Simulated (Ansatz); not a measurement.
Ca3SnO (anti-perovskite, space group No. 221) at seven volumes, LDA (plane waves, PAW; program Ansatz), scaled uniformly. One row is withheld.

| V (Å³/atom) | P (GPa) |
|---|---|
| 18.968 | 7.70 |
| 19.593 | 4.71 |
| 20.218 | 2.17 |
| 20.844 | 0.00 |
| 21.469 | -1.86 |
| 22.094 | ? |
| 22.719 | -4.79 |

Fit the shown pressures and predict the withheld one.

P = (3/2)B₀(x^(7/2) − x^(5/2))[1 + (3/4)(B′ − 4)(x − 1)] with x = (V₀/V)^(2/3). Least squares on the six rows gives V₀ = 20.843 Å³/atom, B₀ = 66.8 GPa, B′ = 4.27. At V = 22.094, x = 0.9619 and P = -3.44 GPa. The run itself gave -3.44 GPa.

Space group Pm-3m (anti-perovskite). The first step of the workflow began from a Materials Project structure, measured or hypothetical; the Crystallography Open Database files this formula in space group No. 221, but the cells were not matched. Its standing as an ambient phase is unchecked. The cell was relaxed with LDA under the symmetry of its start; of distortions, only those at the zone centre were tested. Spin–orbit coupling is left out wherever it is not named.

Potentials: the later of the program's two PAW sets.
